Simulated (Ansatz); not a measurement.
**Two Ansatz runs on CuH₂**

The structure comes from a relaxation in the same program, started in the CdI2 type, and has space group P-3m1. Whether it is a known phase or the ground state wasn't checked.

First run: DFT, PBE, all-electron LAPW, scalar-relativistic (Ansatz 0.2.0).

Command: `ansatz run input.yaml --threads 1 --pin off --max-ram 3072MiB --backend cpu --events-out ev --progress --plain --runs-dir out` The run took 31 s on 1 thread of Arm Neoverse V2, on a shared host.

```yaml
crystal:
  lattice:
    - [2.5576488808, 0.0, 0.0]
    - [-1.2788244404, 2.2149889047, 0.0]
    - [0.0, 0.0, 4.8725133106]
  atoms:
    - { symbol: Cu, position: [0.0, 0.0, 0.0] }
    - { symbol: H, position: [0.3333333333, 0.6666666667, 0.1996021845] }
    - { symbol: H, position: [0.6666666667, 0.3333333333, 0.8003978155] }
kpoints:
  mp_grid: { grid: [14, 14, 8] }
  band_path:
    path:
      - [0.0, 0.0, 0.0]
      - [0.5, 0.0, 0.0]
      - [0.3333333333, 0.3333333333, 0.0]
      - [0.0, 0.0, 0.0]
      - [0.0, 0.0, 0.5]
      - [0.5, 0.0, 0.5]
      - [0.3333333333, 0.3333333333, 0.5]
      - [0.0, 0.0, 0.5]
      - [0.5, 0.0, 0.5]
    npoints: 14
scf:
  occupations: { method: fermi_dirac, width: 0.05 }
hamiltonian:
  xc: pbe
  pseudopotentials: { kind: all_electron, lapw: { basis_error: 0.001 } }
output:
  forces: true
  stress: true
  eigenvalues: true
  populations: true
  dos: { projected: true, de: 0.2, e_range: [-14, 8] }
```

Result: converged; pressure 0.01 GPa; 7 SCF iterations.

A second run of a changed input logged this at its end:

```
  k-point 2: bands = ["-108.9934", "-66.3129", "-66.3129", "-66.2722", "-4.7468", "0.5200", "0.8534", "0.8534", "0.9008", "1.7173", "1.7173", "10.9724", "18.0910", "22.0586", "24.8323", "28.1676", "28.1676", "29.2206", "29.2206", "32.1347", "33.0541", "33.0541", "33.1082", "35.6530", "35.6530", "36.5464"]
  k-point 167: bands = ["-108.9833", "-66.3747", "-66.3627", "-66.2612", "-0.7585", "-0.4191", "0.7326", "1.0089", "1.5976", "5.0170", "6.1034", "10.5491", "12.3794", "12.8450", "14.3083", "22.5691", "23.0521", "24.2515", "24.5779", "26.3037", "28.1717", "36.0418", "38.6847", "40.3999", "41.1478", "43.0759"]
--- Löwdin populations: 3 sites ---
  site symbol       q [e]
     0     Cu     27.9782
     1      H      1.3266
     2      H      1.3266
  spilling = 0.011891 (of n_electrons = 31.000000)
```

What was wrong with the input?

A smearing of electronvolts, by this change (others could give a like log):
```diff
@@ -23,5 +23,6 @@
     npoints: 14
 scf:
-  occupations: { method: fermi_dirac, width: 0.05 }
+  occupations: { method: fermi_dirac, width: 2.0 }
+  max_iter: 75
 hamiltonian:
   xc: pbe
@@ -32,4 +33,3 @@
   eigenvalues: true
   populations: true
-  dos: { projected: true, de: 0.2, e_range: [-14, 8] }
```
